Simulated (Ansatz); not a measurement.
**SnSe2: quadrupole couplings from first principles**

```
Sn Se
1.0
     3.87165    0.00000    0.00000
    -1.93582    3.35294    0.00000
     0.00000    0.00000    6.99364
Sn Se
1 2
Direct
  0.00000 0.00000 0.00000
  0.33333 0.66667 0.22801
  0.66667 0.33333 0.77199
```

Atom numbers follow the list: Sn1, Se2, Se3.

The structure comes from a relaxation in the same program, started in the CdI2 type, and has space group P-3m1. Whether it is a known phase or the ground state wasn't checked.

Levels of theory: DFT, PBE, all-electron PAW with datasets made for the crystal, scalar-relativistic (Ansatz 0.2.0); DFT, PBE, PAW with Ansatz's default frozen-core files, scalar-relativistic (Ansatz 0.2.0).

For the crystal-made all-electron datasets (AE datasets): a Γ-centred 11×11×6 k mesh, Fermi–Dirac smearing of 0.05 eV, cutoff 240 eV (chosen by the program for this cell), no spin polarisation. PAW takes a cutoff of 420 eV at this cell. The Ansatz runs share mesh, smearing and spin set-up.

Spin–orbit coupling is left out, which moves gradients at and beside heavy atoms by some per cent and at worst by a factor of two.

Vzz is the principal value of largest size of the traceless field-gradient tensor, in 10²¹ V/m², and η = (Vxx − Vyy)/Vzz with |Vzz| ≥ |Vyy| ≥ |Vxx|.

**Question.** Give the field gradient at each independent site.

**Answer.** 
```
site  site symmetry  Vzz (η), AE datasets      Vzz (η), PAW
 Sn1           -3m.      -0.37 (η = 0.00)  -0.37 (η = 0.00)
 Se2            3m.      -8.06 (η = 0.00)  -7.99 (η = 0.00)
```
